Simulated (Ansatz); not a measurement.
Data:

BaTiO₃:
```cif
data_Ba2O6Ti2
_chemical_formula_sum 'Ba2 Ti2 O6'
_space_group_name_H-M_alt 'Amm2'
_space_group_IT_number 38
_space_group_name_Hall 'A 2 -2'
_cell_length_a 3.96422
_cell_length_b 5.71574
_cell_length_c 5.74791
_cell_angle_alpha 90.000
_cell_angle_beta 90.000
_cell_angle_gamma 90.000
loop_
_atom_site_label
_atom_site_type_symbol
_atom_site_symmetry_multiplicity
_atom_site_Wyckoff_symbol
_atom_site_fract_x
_atom_site_fract_y
_atom_site_fract_z
_atom_site_occupancy
Ba1 Ba 2 a 0.00000 0.00000 0.99503 1
Ti1 Ti 2 b 0.50000 0.50000 0.97951 1
O1 O 4 e 0.50000 0.24309 0.26626 1
O2 O 2 a 0.00000 0.00000 0.51304 1
```
(The calculation used a cell of 5 atoms; values per cell refer to that cell.)

This is the r²SCAN-relaxed structure.

All from DFT-r²SCAN in the program Ansatz with PAW potentials, unless another level is named. Predict the highest zone-centre frequency (without LO–TO term).

16.31 THz.

Next, the bulk modulus (Birch–Murnaghan fit)?

1110 kbar.

This is a known low-temperature phase of the composition, computed here at zero pressure and temperature. The cell was relaxed with r²SCAN under the symmetry of its start. At this level the phase is dynamically unstable (imaginary phonons). The run is not spin-polarised. Scalar-relativistic: spin–orbit coupling is off unless named, which matters more the heavier the elements.

Potentials: the earlier of the program's two PAW sets.
